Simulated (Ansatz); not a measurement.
Computed with DFT PBE, scalar-relativistic, plane waves, PAW in Ansatz. Settings: cutoff 420 eV, Γ-centred meshes spaced at most about 0.3 Å⁻¹, and about 0.25 Å⁻¹ or finer for metals (2π included), Gaussian smearing. No spin polarisation in the final relaxations.

These are static total energies at zero pressure.

Compare these two cells of Lu₅N, each relaxed at this level.

A.

```yaml
crystal:
  lattice:
    - [5.45716, 0.00000, 0.00000]
    - [-2.72858, 4.72604, 0.00000]
    - [0.00000, 0.00000, 5.83907]
  atoms:
    - { symbol: Lu, position: [0.33333, 0.66667, 0.75188] }
    - { symbol: Lu, position: [0.66667, 0.33333, 0.75188] }
    - { symbol: Lu, position: [0.66667, 0.33333, 0.24812] }
    - { symbol: Lu, position: [0.33333, 0.66667, 0.24812] }
    - { symbol: Lu, position: [0.00000, 0.00000, 0.00000] }
    - { symbol: N, position: [0.00000, 0.00000, 0.50000] }
```

B.

```yaml
crystal:
  lattice:
    - [0.00000, 4.37652, 4.37652]
    - [4.37652, 0.00000, 4.37652]
    - [4.37652, 4.37652, 0.00000]
  atoms:
    - { symbol: Lu, position: [0.25000, 0.25000, 0.25000] }
    - { symbol: Lu, position: [0.62410, 0.62410, 0.62410] }
    - { symbol: Lu, position: [0.12771, 0.62410, 0.62410] }
    - { symbol: Lu, position: [0.62410, 0.12771, 0.62410] }
    - { symbol: Lu, position: [0.62410, 0.62410, 0.12771] }
    - { symbol: N, position: [0.00000, 0.00000, 0.00000] }
```

Question: Which would you expect to be lower, and how large is the difference?

Answer: A is lower, by 0.30 eV/atom. A has space group P6/mmm (No. 191), 25.1 Å³/atom and no gap on its mesh; B has space group F-43m (No. 216), 27.9 Å³/atom and no gap. Counting Lu atoms around N (those within 1.25 times the shortest such distance or 1.15 times the sum of covalent radii, 1.27 where that leaves under three; a plus sign parts nearer from farther groups; the shortest distance is added where it exceeds 1.18 times the sum of covalent radii), A has N 2+12 and B has N 16 from 3.6 Å. The denser one is the lower, and pressure would at first widen the difference. Even the lower one lies +0.84 eV/atom against the reference forms of the elements (uncorrected), so neither is stable at this level. In A, Lu on a site of symmetry 3m has 2 Lu at 2.90–2.94 Å, 3 Lu at 3.15 Å, 3 Lu at 3.47 Å and 3 N at 3.48 Å; Lu on a site of symmetry 6/mmm is surrounded by 2 N at 2.92 Å and 12 Lu at 3.47 Å; N is surrounded by 2 Lu at 2.92 Å and 12 Lu at 3.48 Å. In B, Lu on a site of symmetry -43m is surrounded by 12 Lu at 3.63 Å and 4 N at 3.79 Å; Lu on a site of symmetry 3m has 6 Lu at 3.07–3.12 Å, 3 Lu at 3.63 Å and 3 N at 3.63 Å; around N lie 16 Lu at 3.63–3.79 Å (long against covalent radii, as for large ions). Both come from invented guesses.

A magnetic state wasn't ruled out in cells without spin, among them P6/mmm. Cells relaxed within their symmetry can be saddle points.
